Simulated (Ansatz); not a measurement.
Space group P4/nmm:1 (No. 129). a = 3.960 Å, b = 3.960 Å, c = 14.068 Å, α = 90.00°, β = 90.00°, γ = 90.00°
```tsv
atom	site	symmetry	x	y	z
Bi	2c	4mm	0.0000	0.5000	0.8653
Bi	2c	4mm	0.5000	0.0000	0.5888
S	2c	4mm	0.5000	0.0000	0.8926
S	2c	4mm	0.0000	0.5000	0.6870
O	2b	-4m2	0.0000	0.0000	0.5000
```

Equation of state of this Bi2S2O structure (not necessarily the ground state), with shape and atoms relaxed at each volume where symmetry leaves them free. All numbers below come from DFT r2SCAN, scalar-relativistic, plane waves, PAW in Ansatz.

Cutoff 500 eV; k points 8×8×2 on the computed 10-atom cell (Γ-centred); Gaussian smearing, width 0.02 eV; no spin polarisation.

```json
{"V (Å³/atom)": "20.070", "E − E(largest V) (meV/atom)": "30.09", "P (GPa)": "7.42", "gap on mesh (eV)": "1.15"}
{"V (Å³/atom)": "20.732", "E − E(largest V) (meV/atom)": "5.52", "P (GPa)": "4.55", "gap on mesh (eV)": "1.14"}
{"V (Å³/atom)": "21.393", "E − E(largest V) (meV/atom)": "-8.03", "P (GPa)": "2.07", "gap on mesh (eV)": "1.16"}
{"V (Å³/atom)": "22.055", "E − E(largest V) (meV/atom)": "-12.18", "P (GPa)": "0.01", "gap on mesh (eV)": "1.18"}
{"V (Å³/atom)": "22.717", "E − E(largest V) (meV/atom)": "-8.68", "P (GPa)": "-1.60", "gap on mesh (eV)": "1.20"}
{"V (Å³/atom)": "23.378", "E − E(largest V) (meV/atom)": "0.00", "P (GPa)": "-2.41", "gap on mesh (eV)": "1.20"}
```

Fit a third-order Birch–Murnaghan equation to E(V).

V0 = 22.07 Å³/atom, B0 = 58 GPa, B0' = 6.7.

Spin-orbit coupling is left out, which matters for the bands of heavy elements.

Cost: 6 runs of about 34 core-minutes in all, on Arm Neoverse V2 (shared hosts).